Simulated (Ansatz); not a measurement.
An Ansatz (a program for electronic structure) run. Input:

Ansatz 0.2 input:
```yaml
crystal:
  lattice:
    - [2.8217917961, 0.0, 0.0]
    - [0.0, 2.8217917961, 0.0]
    - [0.0, 0.0, 4.0772670101]
  atoms:
    - { symbol: Ti, position: [0.5, 0.5, 0.5] }
    - { symbol: Al, position: [0.0, 0.0, 0.0] }
kpoints:
  mp_grid: { grid: [15, 15, 12] }
hamiltonian:
  xc: pbe
  pseudopotentials: { kind: paw }
scf:
  occupations: { method: fermi_dirac, width: 0.1 }
phonons:
  method: dfpt
  response_accuracy: low
  qmesh: [5, 5, 3]
  interpolated_qmesh: [19, 19, 13]
  dielectric: false
  rigid_motions: translations
  temperatures: { t_max: 1000, t_step: 50 }
  qpath:
    path:
      - [[0.0, 0.0, 0.0], [0.0, 0.5, 0.0], [0.5, 0.5, 0.0], [0.0, 0.0, 0.0], [0.0, 0.0, 0.5], [0.0, 0.5, 0.5], [0.5, 0.5, 0.5], [0.0, 0.0, 0.5]]  # Γ-X-M-Γ-Z-R-A-Z
      - [[0.0, 0.5, 0.0], [0.0, 0.5, 0.5]]  # X-R
      - [[0.5, 0.5, 0.0], [0.5, 0.5, 0.5]]  # M-A
    npoints: 9
```

Output (shortened):

```
WARN phonons: nothing shows that this cell's Born effective charges vanish (its symmetry is asked only of a neutral cell with symmetry detection on), so it may …
Pseudopotential: Ti, paw, valence charge 12
Pseudopotential: Al, paw, valence charge 3
Functional definition: PBE
Crystal: 2 atoms, lattice volume = 32.465 Å³
Basis set: ecut = 420 eV, 649 PW (Γ), exchange–correlation on 40×40×60 points (8 copies of the dense FFT grid, shifted against one another)
Bands: 12, of which v1, the nominal top of the filled ones, is band 8 counted from 1 (7 counted from 0)
Symmetry: 16 space group operations
k-points: 252 of 2700
SCF iter   1: F=—  HF=-3038.010672 eV  |F-HF|=—  |Δ(HF+E_count)|=         —  Δρ=3.34e-3  dr2=3.00e-3  ethr=1.77e-3  ⟨swp⟩=4.9  Hψ=15250  notcnv=0
preconditioner: auto → none
SCF iter   2: F=—  HF=-3038.010425 eV  |F-HF|=—  |Δ(HF+E_count)|=   2.47e-4  Δρ=2.01e-3  dr2=1.43e-3  ethr=2.00e-5  ⟨swp⟩=1.0  Hψ=5045  notcnv=0
SCF iter   3: F=—  HF=-3038.010310 eV  |F-HF|=—  |Δ(HF+E_count)|=   1.15e-4  Δρ=1.26e-4  dr2=3.11e-6  ethr=9.52e-6  ⟨swp⟩=1.8  Hψ=3383  notcnv=0
SCF iter   4: F=—  HF=-3038.010312 eV  |F-HF|=—  |Δ(HF+E_count)|=   2.12e-6  Δρ=3.82e-5  dr2=3.57e-7  ethr=2.08e-8  ⟨swp⟩=2.5  Hψ=4751  notcnv=0
SCF iter   5: F=—  HF=-3038.010312 eV  |F-HF|=—  |Δ(HF+E_count)|=   1.24e-7  Δρ=8.58e-6  dr2=2.54e-8  ethr=2.38e-9  ⟨swp⟩=2.1  Hψ=4112  notcnv=0
SCF iter   6: F=—  HF=-3038.010312 eV  |F-HF|=—  |Δ(HF+E_count)|=   3.17e-9  Δρ=1.79e-6  dr2=9.89e-10  ethr=1.70e-10  ⟨swp⟩=2.2  Hψ=4273  notcnv=0
SCF iter   7: F=-3038.010312 eV  HF=-3038.010312 eV  |F-HF|=9.09e-13  |Δ(HF+E_count)|=  8.32e-11  Δρ=1.73e-7  dr2=6.11e-12  ethr=1.00e-12  ⟨swp⟩=3.7  Hψ=12280  notcnv=0
the search or the solves at the SCF's close seem to have found levels that the self-consistency loop had missed (the run counts 1) …
SCF 1 converged in 7 iterations: F = -3038.010312 eV  dr2 = 6.11e-12
NSCF: frozen V_eff on 252 k-points
NSCF: frozen V_eff on 448 k-points
DFPT response loops at q = (0, 0, 0) (fractional): preconditioner auto → Kerker (q_TF=auto, 2.399 Å⁻¹) (partly filled bands, converged f_vac=0.000) …
NSCF: frozen V_eff on 1536 k-points
DFPT response loops at q = (0, 0, 0.3333333333333333) (fractional): mixed as the last ones told, above
NSCF: frozen V_eff on 1680 k-points
DFPT response loops at q = (0, 0.2, 0) (fractional): mixed as the last ones told, above
NSCF: frozen V_eff on 2880 k-points
DFPT response loops at q = (0, 0.2, 0.3333333333333333) (fractional): mixed as the last ones told, above
NSCF: frozen V_eff on 1680 k-points
DFPT response loops at q = (0, 0.4, 0) (fractional): mixed as the last ones told, above
NSCF: frozen V_eff on 2880 k-points
DFPT response loops at q = (0, 0.4, 0.3333333333333333) (fractional): mixed as the last ones told, above
NSCF: frozen V_eff on 3150 k-points
DFPT response loops at q = (0.2, 0.2, 0) (fractional): mixed as the last ones told, above
NSCF: frozen V_eff on 5400 k-points
DFPT response loops at q = (0.2, 0.2, 0.3333333333333333) (fractional): mixed as the last ones told, above
NSCF: frozen V_eff on 3150 k-points
DFPT response loops at q = (0.2, 0.4, 0) (fractional): mixed as the last ones told, above
NSCF: frozen V_eff on 5400 k-points
DFPT response loops at q = (0.2, 0.4, 0.3333333333333333) (fractional): mixed as the last ones told, above
NSCF: frozen V_eff on 3150 k-points
DFPT response loops at q = (0.4, 0.4, 0) (fractional): mixed as the last ones told, above
NSCF: frozen V_eff on 5400 k-points
DFPT response loops at q = (0.4, 0.4, 0.3333333333333333) (fractional): mixed as the last ones told, above
SCF converged after 7 iterations
Free energy (F): -3038.010312 eV
Harris-Foulkes:  -3038.010312 eV  (|F-HF|=9.09e-13)
Internal energy: -3037.951007 eV  (E = F + TS)
E sigma→0 (E₀):  -3037.980659 eV
Entropy (-TS):   -0.059305 eV (-29.652 meV/atom)
Fermi energy:    10.991999 eV
--- Per-component energies (eV) ---
  E_band       = -164.786089
  E_kinetic    = 296.465021
  E_local      = -1078.032864  (includes V_loc(G=0)·N_el)
  E_nonlocal   = 19.122283
  E_hartree    = 462.269906
  E_xc         = -137.736398
  E_vxc        = -151.609783  (∫ρ·V_xc dr)
  E_paw        = -1515.547592  (= ΣΔE_a)
  E_vpaw       = -175.270627  (= ΣTr[D̂ρ^β])
  E_aug_tail   = 0.000126  (compensation charges beyond the density's cutoff)
  E_ewald      = -1084.491489
  E_smearing   = -0.059305  (= −TS)
  E_closure    =  0.000000  (closes the sum)
  Σ components = -3038.010312   (vs F -3038.010312, Δ=0.00e0)
  [band-id]    e_kinetic+e_local+e_nonlocal+2·e_hartree+e_vxc+e_vpaw+e_augmentation_tail = -164.786032   (vs E_band -164.786089, Δ=5.70e-5)
--- Band table (eV; the first three rows and the last of 252) ---
  k-point 0: bands = ["-45.6239", "-22.0216", "-21.5890", "-21.5890", "1.9382", "9.1030", "10.1260", "10.5807", "13.1399", "13.1399", "14.2811", "17.1078"]
  k-point 1: bands = ["-45.6238", "-22.0227", "-21.5889", "-21.5889", "2.0016", "8.7953", "10.1366", "10.7434", "13.1140", "13.1140", "14.2820", "17.3199"]
  k-point 2: bands = ["-45.6237", "-22.0258", "-21.5889", "-21.5889", "2.1879", "8.1244", "10.1660", "11.0234", "13.0454", "13.0454", "14.2844", "17.8957"]
  k-point 251: bands = ["-45.5095", "-21.9943", "-21.9938", "-21.9213", "8.4871", "8.5664", "8.7548", "12.8895", "13.0825", "13.5850", "14.6057", "14.9338"]
--- Phonons (Γ-DFPT): 4 representative perturbations + reference (Σ response iterations 12) ---
  ASR residual: 1.793e-3 → 0.000e0 eV/Å²; symmetrization residual: 3.980e-5 eV/Å²
  ASR residual per site (eV/Å²): 1.79e-3 1.07e-4
  Γ frequencies (cm⁻¹): 0.00 0.00 0.00 261.34 261.34 301.34
  non-analytic LO–TO correction: not included (Born effective charges unavailable; polar crystals …
--- Phonons (arbitrary-q DFPT): 12 irreducible q on the 5×5×3 mesh ---
  q = [0.0000, 0.0000, 0.0000] (star 1, of the zone-centre solve; hermiticity 1.38e-5, symmetrization 3.12e-12): 0.00 0.00 0.00 261.34 261.34 301.34
  q = [0.0000, 0.0000, 0.3333] (star 2, 4 solved perturbations in 2400 linear systems a pass and spin channel, the states on 768 of 2700 k-point pairs; hermiticity 6.18e-6, symmetrization 5.92e-10): 137.48 137.48 144.73 234.34 234.34 291.90
  q = [0.0000, 0.2000, 0.0000] (star 4, 6 solved perturbations on 840 of 2700 k-point pairs; hermiticity 8.46e-6, symmetrization 3.80e-11): 68.23 121.02 155.80 247.75 274.74 303.94
  q = [0.0000, 0.2000, 0.3333] (star 8, 6 solved perturbations on 1440 of 2700 k-point pairs; hermiticity 9.28e-6, symmetrization 1.13e-10): 107.84 143.97 194.83 230.13 261.32 306.52
  q = [0.0000, 0.4000, 0.0000] (star 4, 6 solved perturbations on 840 of 2700 k-point pairs; hermiticity 2.72e-6, symmetrization 1.22e-11): 131.65 201.47 223.91 251.11 292.56 296.05
  q = [0.0000, 0.4000, 0.3333] (star 8, 6 solved perturbations on 1440 of 2700 k-point pairs; hermiticity 8.99e-6, symmetrization 9.65e-11): 152.93 160.98 212.72 220.29 307.01 320.46
  q = [0.2000, 0.2000, 0.0000] (star 4, 4 solved perturbations in 4830 linear systems a pass and spin channel, the states on 1575 of 2700 k-point pairs; hermiticity 1.14e-5, symmetrization 7.95e-11): 139.99 165.81 181.54 258.09 285.11 307.65
  q = [0.2000, 0.2000, 0.3333] (star 8, 4 solved perturbations in 8280 linear systems a pass and spin channel, the states on 2700 of 2700 k-point pairs; hermiticity 4.31e-6, symmetrization 2.49e-10): 109.94 185.62 187.83 261.38 273.18 309.07
  q = [0.2000, 0.4000, 0.0000] (star 8, 6 solved perturbations on 1575 of 2700 k-point pairs; hermiticity 1.50e-6, symmetrization 4.05e-11): 177.00 230.30 233.69 277.73 297.39 304.05
  q = [0.2000, 0.4000, 0.3333] (star 16, 6 solved perturbations on 2700 of 2700 k-point pairs: no pair is spared here; hermiticity 4.64e-6, symmetrization 2.96e-11): 157.77 201.39 226.41 259.33 309.88 314.37
  q = [0.4000, 0.4000, 0.0000] (star 4, 4 solved perturbations in 4830 linear systems a pass and spin channel, the states on 1575 of 2700 k-point pairs; hermiticity 8.52e-7, symmetrization 2.87e-11): 253.76 259.10 270.60 300.37 307.39 316.39
  q = [0.4000, 0.4000, 0.3333] (star 8, 4 solved perturbations in 8280 linear systems a pass and spin channel, the states on 2700 of 2700 k-point pairs; hermiticity 1.04e-6, symmetrization 2.90e-11): 178.50 255.11 258.73 297.66 298.51 311.65
  sum rule: each row above includes the acoustic sum rule's correction from the zone centre's row sums; it moved no ω² by more than (3.19 cm⁻¹)²
  mesh force constants: q→R imaginary residual 1.14e-16; ASR residual 1.793e-3 → 0.000e0 eV/Å²; symmetrization residual 2.665e-15 eV/Å²
  interpolated dispersion: 84 rows × 6 modes
  density of states and harmonic sums: on the 19×19×13 q-mesh, interpolated from the force constants of a 5×5×3 supercell (no non-analytic term)
  largest difference from the sums on the solved wave vectors: F 1.02e-2 eV, S 1.36e-5 and C_V 3.61e-6 eV/K
  zero-point energy: 0.087412 eV/cell   skipped modes (ω ≤ 0): 3   left out of the sums: 1.07e-4 of the cell's modes …
```

Cost: about 27 core-minutes (a rough figure) on shared cores.

Space group P4/mmm (L1₀ or tetragonal B2). The cell was relaxed with PBE under the symmetry of its start. No spin polarisation was allowed. As this level gives no gap, phonon frequencies hold no LO–TO term and depend on the k-mesh and smearing (Fermi–Dirac, 0.1 eV here).

Potentials: the later of the program's two PAW sets.

Ansatz is a plane-wave DFT program.
